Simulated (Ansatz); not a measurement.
**Two inputs for TiO₂**

This input was run with Ansatz:

```yaml
crystal:
  lattice:
    - [5.138, 0.0, 0.0]
    - [0.0, 9.174, 0.0]
    - [0.0, 0.0, 5.449]
  atoms:
    - { symbol: Ti, position: [0.1372, 0.1289, 0.9028] }
    - { symbol: Ti, position: [0.6372, 0.3711, 0.0972] }
    - { symbol: Ti, position: [0.8628, 0.6289, 0.5972] }
    - { symbol: Ti, position: [0.3628, 0.8711, 0.4028] }
    - { symbol: Ti, position: [0.8628, 0.8711, 0.0972] }
    - { symbol: Ti, position: [0.3628, 0.6289, 0.9028] }
    - { symbol: Ti, position: [0.1372, 0.3711, 0.4028] }
    - { symbol: Ti, position: [0.6372, 0.1289, 0.5972] }
    - { symbol: O, position: [0.8165, 0.0095, 0.8509] }
    - { symbol: O, position: [0.3165, 0.4905, 0.1491] }
    - { symbol: O, position: [0.1835, 0.5095, 0.6491] }
    - { symbol: O, position: [0.6835, 0.9905, 0.3509] }
    - { symbol: O, position: [0.1835, 0.9905, 0.1491] }
    - { symbol: O, position: [0.6835, 0.5095, 0.8509] }
    - { symbol: O, position: [0.8165, 0.4905, 0.3509] }
    - { symbol: O, position: [0.3165, 0.0095, 0.6491] }
    - { symbol: O, position: [0.4634, 0.2314, 0.889] }
    - { symbol: O, position: [0.9634, 0.2686, 0.111] }
    - { symbol: O, position: [0.5366, 0.7314, 0.611] }
    - { symbol: O, position: [0.0366, 0.7686, 0.389] }
    - { symbol: O, position: [0.5366, 0.7686, 0.111] }
    - { symbol: O, position: [0.0366, 0.7314, 0.889] }
    - { symbol: O, position: [0.4634, 0.2686, 0.389] }
    - { symbol: O, position: [0.9634, 0.2314, 0.611] }
kpoints:
  mp_grid: { grid: [5, 3, 5] }
scf:
  occupations: { method: fermi_dirac, width: 0.02 }
hamiltonian:
  xc: pbe
  pseudopotentials: { kind: paw, frozen_core: stored }
  hubbard: { sites: [{ species: Ti, l: d, u_eff: 6.0 }], double_counting: amf }
output:
  forces: true
  stress: true
  populations: true
  efg: { quadrupole_moments_barn: { Ti: 0.247, O: -0.02558 } }
```

It converged. Of its output the block on the nuclei alone is shown, without the SCF iterations, energies, forces and stress (one atom of each set):

```
--- PAW observables at the nuclei: V_zz in 10²¹ V/m², potentials from the cell's mean, atoms counted from 1 ---
  atom   1  Ti V_zz =    -1.970876   η = 0.8823   by run symmetry: allowed   C_q = -11.7709 MHz
            electrostatic potential = -2526.765467 V   contact ρ = none
  atom   9  O  V_zz =    -3.165651   η = 0.8080   by run symmetry: allowed   C_q = +1.9580 MHz
            electrostatic potential = -624.258819 V   contact ρ = none
  atom  17  O  V_zz =    -3.348506   η = 0.6829   by run symmetry: allowed   C_q = +2.0711 MHz
            electrostatic potential = -624.279617 V   contact ρ = none
```

(1) Can these gradients be trusted, and how do they compare with a run on standard settings?

Results:

(1) As results of these settings, within the limits told below. Against the standard input the change is `hamiltonian.hubbard`: not typed → {sites: [{species: Ti, l: d, u_eff: 6.0}], double_counting: amf}. A site carries the number of its first atom; V_zz in 10²¹ V/m².

```
site  V_zz standard  η standard  V_zz here  η here
  Ti          -1.87        0.91      -1.97    0.88
  O9           2.06        0.85      -3.17    0.81
 O17          -2.45        0.90      -3.35    0.68
```

The largest change of V_zz along a kept axis is on O17, from -2.45 to -3.35. In per cent, |V_zz| changes by +5 on Ti, +37 on O (all sites that start above 0.5, bar those whose gradient vanishes or changes sign or whose main axis turns by over 40°). Where |V_zz| stays above 0.1 and the axes keep their order, η moves most on O17, from 0.90 to 0.68. On O9 the largest principal value lies along another axis in the second run, so the two V_zz can't be compared directly. SCF iterations: 8 and 10.

On the reference run: At this cell the PBE pressure is 5 GPa, so with PBE the cell would grow if it were relaxed.
